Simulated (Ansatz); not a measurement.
Ge (diamond)

```yaml
crystal:
  lattice:
    - [0.00000, 5.67269, 5.67269]
    - [2.83635, 0.00000, 2.83635]
    - [2.83635, 2.83635, 0.00000]
  atoms:
    - { symbol: Ge, position: [0.25000, 0.50000, 0.50000] }
    - { symbol: Ge, position: [0.75000, 0.50000, 0.50000] }
    - { symbol: Ge, position: [0.37500, 0.75000, 0.75000] }
    - { symbol: Ge, position: [0.87500, 0.75000, 0.75000] }
```

A phonon eigenvector at L = (0.5, 0.0, 0.0) is frozen into this cell: atom i moves by Q times the vector below, so Q is the largest atomic displacement, in Å. The cell is held. (q is in reciprocal vectors of the primitive cell; the cell shown is doubled to hold the pattern.)

```csv
atom,x,y,z
Ge1,-0.577,0.577,0.577
Ge2,0.577,-0.577,-0.577
Ge3,0.577,-0.577,-0.577
Ge4,-0.577,0.577,0.577
```

Calculation: r2SCAN (plane waves to 500 eV, PAW, scalar-relativistic; Ansatz, a first-principles code). k mesh 5×10×10 (Γ-centred), Fermi-Dirac smearing 0.05 eV. Energies are smeared free energies. As the smearing reaches across the gap at some points, energies and forces of such displacements shift with the k mesh and the smearing. Ge was relaxed with its symmetry unable to fall. The PAW data are Ansatz's earlier set. ΔE is measured from the undisplaced structure. The last digit holds for this mesh only.

```csv
Q (Å),ΔE (meV/cell)
-0.2800,withheld
-0.2333,1232.3
-0.1867,834.0
-0.1400,488.2
-0.0933,224.5
-0.0467,57.4
0.0000,0.0
0.0467,57.4
0.0933,224.5
0.1400,488.2
0.1867,834.0
0.2333,1232.3
0.2800,withheld
```

Question: Fit an even polynomial form (powers 2, 4, 6) to the given rows and predict ΔE at Q = 0.2800.

Answer: Least squares on the 11 given rows: ΔE = (26330)·Q² + (-71840)·Q⁴ + (75220)·Q⁶, in meV/cell with Q in Å; root-mean-square residual 0.50 meV/cell. At 0.2800 the fit gives 1659.0 meV/cell; the calculation gives 1651.4 meV/cell, so the extrapolation is off by 7.6 (+0.5 %). The quadratic term alone would give 2064.3 meV/cell.

(For displaced atoms, the force is minus the slope of the energy, and its curvature is a force constant, which sets phonon frequencies.)
